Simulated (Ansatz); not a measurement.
BaCd$_{2}$As$_{2}$:
Space group P-3m1 (No. 164); a = 4.547 Å, b = 4.547 Å, c = 7.737 Å, α = 90.00°, β = 90.00°, γ = 120.00°

```csv
atom,site,symmetry,x,y,z
Ba,1a,-3m.,0.0000,0.0000,0.0000
Cd,2d,3m.,0.6667,0.3333,0.3708
As,2d,3m.,0.3333,0.6667,0.2643
```

Relaxed with r²SCAN.

Tabulate the valence density and the electron localisation function along the shortest Cd–Cd contact (3.30 Å), r²SCAN in the plane-wave PAW code Ansatz.



```
distance from Cd (Å)  density (e/Å³)   ELF
--------------------  --------------  ----
0.33                           16.80  0.75
0.49                            9.51  0.59
0.66                            4.26  0.47
0.82                            1.58  0.36
0.99                            0.59  0.23
1.15                            0.28  0.15
1.32                            0.17  0.14
1.48                            0.12  0.14
1.65                            0.11  0.14
1.81                            0.12  0.14
1.98                            0.17  0.14
2.14                            0.28  0.15
2.31                            0.59  0.23
2.47                            1.58  0.36
2.64                            4.26  0.47
2.80                            9.51  0.59
2.97                           16.80  0.75
```

The density is the valence pseudo-density with augmentation charge, so density and ELF within about 1 Å of a nucleus are not all-electron values.

The workflow started from a Materials Project entry (that database holds measured and hypothetical structures alike); the Crystallography Open Database copy checked does not list it. Whether it is the stable phase at ambient conditions was not checked. Symmetry was held in the r²SCAN relaxation; its stability against distortions is not shown here. Spin–orbit coupling is left out wherever it is not named.

Potentials: the later of the program's two PAW sets.
